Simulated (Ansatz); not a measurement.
Relaxed-ion elastic tensor of Cs2KYCl6 in space group Fm-3m (No. 225; K on 4b, Cs on 8c, Y on 4a, Cl on 24e) in GPa (Voigt order), the program Ansatz at the LDA level (PAW); density 3.18 g/cm³, 31.69 Å³ per atom.

```
59.0   6.3   6.3   0.0   0.0   0.0
 6.3  59.0   6.3   0.0   0.0   0.0
 6.3   6.3  59.0   0.0   0.0   0.0
 0.0   0.0   0.0   2.3   0.0   0.0
 0.0   0.0   0.0   0.0   2.3   0.0
 0.0   0.0   0.0   0.0   0.0   2.3
```

Q: Is the crystal mechanically stable?

A: Yes: the smallest eigenvalue of C is 2.3 GPa.

Q: Work out the Voigt and Reuss bounds. Is their mean of use?

A: K_V = 23.9, K_R = 23.9; G_V = 11.9, G_R = 3.6 GPa. The bounds lie so far apart that a Hill average or a Debye temperature from it would say little.

The first step of the workflow began from a Materials Project structure, measured or hypothetical; the Crystallography Open Database copy checked does not list it. Its standing as an ambient phase is unchecked. Symmetry was held in the LDA relaxation. At this level the phase is dynamically unstable (imaginary phonons). No spin polarisation was allowed. Spin–orbit coupling is left out wherever it is not named.

Potentials: the later of the program's two PAW sets.
